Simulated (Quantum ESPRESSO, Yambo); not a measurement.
RhAgO2 (space group R-3m, No. 166). Cell and atoms were relaxed with PBEsol from Materials Project entry mp-1018033, within its symmetry. Chain: norm-conserving PBEsol (Quantum ESPRESSO, 88 Ry, no spin-orbit coupling); G0W0 in Yambo (4×4×4 Γ-centred k mesh, bands 9 to 112 and a 8 Ry block in the screening, 112 bands in G with the Bruneval-Gonze terminator, plasmon pole fitted at 27.2 eV); BSE (8×8×8 mesh, 7 valence and 4 conduction bands, static screening with 42 bands and a 4 Ry block, scissor 0.47 eV, Tamm-Dancoff).

The PBEsol gap (dense path) is 0.43 eV. The PBEsol gap Z → (0.25, -0.5, -0.5) on the GW mesh is 0.76 eV. The PBEsol smallest direct gap on the GW mesh, at (0.25, -0.5, -0.5) is 0.84 eV and the G0W0 direct gap at that point comes out as 1.32 eV. The G0W0 correction to the gap Z → (0.25, -0.5, -0.5) is 0.47 eV and the lowest exciton is no binding energy given (see below).

Rough cost of the Yambo steps against G0W0 for 10 states: BSE within a factor of two.

Convergence of the G0W0 settings was not tested. The mesh misses a band edge: along a dense path the PBEsol gap is 0.43 eV against 0.76 eV on the mesh. The BSE states are vertical excitations (zero momentum); the indirect quasiparticle gap, about 0.90 eV, is smaller than the direct one (1.32 eV on the GW mesh). The run can't give a binding energy: the direct gap on its mesh, 1.32 eV, isn't the smallest one (1.14 eV from the band path plus the scissor). Axes are Cartesian, with cell vectors (Å) (1.53, 0.88, 6.19), (-1.53, 0.88, 6.19), (0.00, -1.76, 6.19).

Spin-orbit splittings are left out.

The structure is a Materials Project entry; no match was found in the copy of COD used, and its stability was not checked.
